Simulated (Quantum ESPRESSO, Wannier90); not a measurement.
# Tight-binding from DFT: Sn4TeSe3 (Pm)

```xyz
8
Lattice="4.7175 0.0000 0.0000 0.0000 4.2616 0.0000 -0.1002 0.0000 11.9763" Properties=species:S:1:pos:R:3 pbc="T T T"
Sn    -1.9845     2.1308     4.5438
Sn    -0.5274     2.1308    -1.4707
Sn     1.8464     0.0000    -4.5103
Sn     0.5661     0.0000     1.3497
Te     0.0562     0.0000     4.2744
Se    -2.3481     2.1308     1.7761
Se     0.0232     2.1308    -4.1845
Se     2.3684     0.0000    -1.7785
```

Materials Project entry mp-1219000; symmetrised, unrelaxed at this level. Not found in the COD (Crystallography Open Database) copy used; not checked further. Level: PBEsol, no spin polarisation, no spin-orbit coupling; pw.x of Quantum ESPRESSO at 69 Ry with PseudoDojo potentials, 4×4×4 k-points, Wannier90. Density: 8×8×4 mesh, Gaussian smearing 0.01 Ry. The cell is built of weakly bound layers, chains or molecules, whose nearest atoms lie 3.61 Å apart. Database cells relaxed without dispersion often hold them too far apart, which can enlarge gaps and weakens couplings between them; spacing and stacking were not compared with the measured crystal. Spin-orbit coupling is left out although heavy elements are present.

postw90 (berry_task = kubo; independent particles, width 0.1 eV, no gap correction, excitons or local fields) prints σ_xx for one spin direction:

| ħω (eV) | Re σ (S/cm) | Im σ (S/cm) |
|---|---|---|
| 0.10 | 0 | -117 |
| 1.60 | 1740 | -2390 |
| 2.55 | 4620 | -528 |

Task: Work out the dielectric function, refractive index, reflectivity and absorption coefficient at these energies.

Result: ε = 1 + iσ/(ε0 ω), so ε₂ = Re σ/(ε0 ω) and ε₁ = 1 − Im σ/(ε0 ω); ε0 ω = 134.5 S/cm × ħω in eV, and σ is doubled for both spins.
- 0.10 eV: ε₁ = 18.4, ε₂ = 0.0; n + ik = √ε = 4.29 + 0.00i; R = 39 %
- 1.60 eV: ε₁ = 23.2, ε₂ = 16.2; n + ik = √ε = 5.07 + 1.59i; R = 49 %; α = 2ωk/c = 260000 cm⁻¹
- 2.55 eV: ε₁ = 4.1, ε₂ = 26.9; n + ik = √ε = 3.96 + 3.40i; R = 56 %; α = 2ωk/c = 880000 cm⁻¹
The model holds its own bands alone, so ε₁ lacks the part of higher transitions, and near sharp peaks it hangs on the broadening.
